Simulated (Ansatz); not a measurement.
A geometry of Pb away from equilibrium: step 2 of the relaxation of a relaxed Pb cell, doubled along one cell vector, shaken by Gaussian noise of σ = 0.08 Å a coordinate. Level of theory: PBE (plane waves to 420 eV, PAW, scalar-relativistic; Ansatz, an electronic-structure program). Γ-centred k-mesh 10×10×7 on the run's cell (coarser than for final values), Fermi–Dirac smearing 0.05 eV.

```
CELL_PARAMETERS angstrom
     -1.75311     1.77139     5.70041
      1.77259    -1.75004     5.69983
      3.49277     3.48663   -11.38743
ATOMIC_POSITIONS crystal
  Pb 0.82521 0.84594 0.98037
  Pb 0.83516 0.85159 0.48930
  Pb 0.13263 0.13125 0.98646
  Pb 0.13102 0.16693 0.49876
```

Question: Which atoms carry the largest force, and which way does it point?

Answer: 0.17 eV/Å, on Pb3 (atoms numbered as listed); on Pb3 its components are (0.12, -0.02, 0.13).

Question: What is the pressure?

Answer: 0.0 GPa, compression positive.

Question: How far above the relaxed end point is this geometry?

Answer: 0.11 eV/atom; the path ends in Fm-3m (No. 225) (fcc (Cu type)).

No spin polarisation in the result.

Of the parent cell (I4/mmm (No. 139)): it is a generated cell of Pb: the first start was made by placing the elements on the sites of a structure type, and the end was not matched to a known phase here, so it may be hypothetical. Known forms of Pb include space group No. 225.
